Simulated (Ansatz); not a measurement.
# MgZn₂W₂O₈, one structure, two calculations

Cell: a Materials Project structure (computed, not necessarily an observed phase).

Space group C2 (No. 5); a = 6.3821, b = 14.9696, c = 4.8353 Å, β = 129.67°.

```csv
site,Wyckoff,site symmetry,x,y,z
Mg,2a,2,0.5000,0.0110,0.0000
Zn2,2a,2,0.5000,0.3650,0.0000
Zn3,2b,2,0.5000,0.6513,0.5000
W4,2a,2,0.5000,0.8151,0.0000
W5,2b,2,0.5000,0.1804,0.5000
O6,4c,1,0.6838,0.0923,0.4164
O7,4c,1,0.7776,0.7884,0.5109
O8,4c,1,0.7053,0.9112,0.9862
O9,4c,1,0.7814,0.2078,0.0063
```

One atom of each set is listed; the run and its k-mesh use a cell of 13 atoms with edges of 8.14, 8.14, 4.84 Å.

First run. Method: Kohn–Sham DFT in Ansatz, PBE, plane waves and PAW, scalar-relativistic, collinear spin, 420 eV cutoff, Γ-centred 5×5×7 k-points, Fermi–Dirac smearing 0.02 eV. Start moments as typed (μB): 1 on each W, none on the rest.

```json
{"site": "Mg", "V_zz (10²¹ V/m²)": "1.90", "η": "0.55", "m (μB)": "0.00"}
{"site": "Zn2", "V_zz (10²¹ V/m²)": "-8.20", "η": "0.39", "m (μB)": "0.01"}
{"site": "Zn3", "V_zz (10²¹ V/m²)": "5.95", "η": "0.84", "m (μB)": "0.01"}
{"site": "W4", "V_zz (10²¹ V/m²)": "7.07", "η": "0.45", "m (μB)": "0.45"}
{"site": "W5", "V_zz (10²¹ V/m²)": "-7.50", "η": "0.40", "m (μB)": "0.44"}
{"site": "O6", "V_zz (10²¹ V/m²)": "3.61", "η": "0.85", "m (μB)": "0.03"}
{"site": "O7", "V_zz (10²¹ V/m²)": "-4.07", "η": "0.74", "m (μB)": "-0.01"}
{"site": "O8", "V_zz (10²¹ V/m²)": "3.88", "η": "0.47", "m (μB)": "0.03"}
{"site": "O9", "V_zz (10²¹ V/m²)": "-3.86", "η": "0.93", "m (μB)": "0.00"}
```

Second run. The same atoms and settings, except that the mesh is 7×7×9 and the Fermi–Dirac smearing is 0.05 eV.

(1) What does the second run give?

Answers

(1) 

```csv
site,V_zz,η,change of V_zz,m (μB)
Mg,1.90,0.55,0.00,0.00
Zn2,-8.19,0.39,+0.01,0.01
Zn3,5.94,0.83,-0.01,0.01
W4,7.08,0.47,+0.01,0.45
W5,-7.70,0.53,-0.20,0.44
O6,3.62,0.87,+0.01,0.03
O7,-4.05,0.73,+0.02,-0.01
O8,3.87,0.47,-0.01,0.03
O9,-3.85,0.94,+0.01,0.00
```

The largest change of V_zz is on W5, from -7.50 to -7.70. In per cent, |V_zz| changes by 0 on Zn, 0 to +3 on W, 0 on O (all sites that start above 2).

At this cell the PBE pressure is -5 GPa, so with PBE the cell would shrink if it were relaxed. The entry's cell may itself be off. The largest force is 0.9 eV/Å, so the atoms aren't at the calculated equilibrium and relaxing them would move these values. Without spin–orbit coupling the gradients at and beside W can be off by some per cent, at some sites by more. Semilocal functionals make gaps too small and can close them, so the real compound need not be a metal. All moments are parallel here, as the start or the cell imposes; many such compounds order antiparallel, where fields and spin densities carried over to other atoms largely cancel. The magnetic order is the one that the run reached from its start moments, not necessarily the measured one (the real compound may not order at all).
